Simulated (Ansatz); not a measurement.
SiBMo in space group Cmcm (No. 63; Si on 4c, B on 4c, Mo on 4c) under volume change, r²SCAN (plane waves, PAW; program Ansatz), shape and atoms relaxed at each volume.

| V (Å³/atom) | E − E(relaxed) (meV/atom) | P (GPa) |
|---|---|---|
| 9.941 | 84.9 | 30.10 |
| 10.268 | 35.7 | 18.41 |
| 10.596 | 8.4 | 8.47 |
| 10.924 | 0.0 | 0.01 |
| 11.252 | 7.5 | -7.18 |
| 11.579 | 28.6 | -13.28 |
| 11.907 | 61.2 | -18.42 |

What does a third-order Birch–Murnaghan fit give for V₀, B₀ and B′?

V₀ = 10.92 Å³/atom, B₀ = 259 GPa, B′ = 4.4.

The start of the workflow was typed in or built on a structure type; neither database checked (COD, Materials Project) lists it. Whether it is the stable phase at ambient conditions was not checked. The r²SCAN relaxation kept the symmetry of its start; its stability against distortions is not shown here. No spin polarisation was allowed.

Potentials: the earlier of the program's two PAW sets. The files were generated under PBE; for other functionals the program regenerates the frozen cores, and for LDA and PBEsol the local potential too.
